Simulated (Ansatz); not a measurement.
**Scan of one atom of the cell for MgS (rock salt)**

Starting cell, MgS (rock salt):

```yaml
crystal:
  lattice:
    - [0.00000, 2.60157, 2.60157]
    - [2.60157, 0.00000, 2.60157]
    - [2.60157, 2.60157, 0.00000]
  atoms:
    - { symbol: S, position: [0.00000, 0.00000, 0.00000] }
    - { symbol: Mg, position: [0.50000, 0.50000, 0.50000] }
```

In each cell atom 2 (Mg, nearest neighbour S at 2.602 Å; its periodic images, 3.7 Å or more away, move with it) moves by s·(0.000, -1.000, 0.000) (towards the nearest neighbour), the rest being held.

Calculation: r2SCAN (plane waves to 500 eV, PAW, scalar-relativistic; Ansatz, a quantum-chemistry and plane-wave program). k mesh 9×9×9 (Γ-centred), Fermi-Dirac smearing 0.05 eV. Energies are smeared free energies. Stress and pressure are positive under compression. F∥ is the force on the atom along that direction. MgS was relaxed with its symmetry unable to fall. ΔE is measured from the undisplaced structure.

```
s (Å)   ΔE (eV/cell)  F∥ (eV/Å)  P (GPa)
------  ------------  ---------  -------
-0.520         0.727      4.216     11.5
-0.416         0.383      2.528      6.8
-0.312         0.181      1.437      3.6
-0.208         0.070      0.751      1.5
-0.104         0.016      0.316      0.4
0.000          0.000      0.000      0.0
0.104          0.016     -0.316      0.4
0.208          0.070     -0.751      1.5
0.312          0.181     -1.437      3.6
0.416          0.383     -2.528      6.8
0.520          0.727     -4.216     11.5
```

Key numbers:

```
Quantity                                                                                                                                                      Result
-----------------------------------------------------------------  -------------------------------------------------------------------------------------------------
Energy at s = 0.520 Å                                                                                                                                   727 meV/cell
Force along the line at s = -0.520 Å                                                                                                                       4.22 eV/Å
Symmetry of the curve                                                                                                                  even: the same for both signs
Shape of the curve                                                                                    a single well with its minimum at or next to zero displacement
Force constant k = d²E/ds² at s = 0 (finite differences)                                                                                                  2.85 eV/Å²
Harmonic estimate at the end of the scan                           ½ks² = 385 meV/cell against the computed 727 meV/cell, so the well is stiffer than harmonic there
Zone-centre optical wavenumber from k (transverse: no LO-TO term)                                                                                           237 cm⁻¹
```

(A displaced cell: forces are minus the slopes of the energy, force constants its curvatures, and phonons follow from these.)
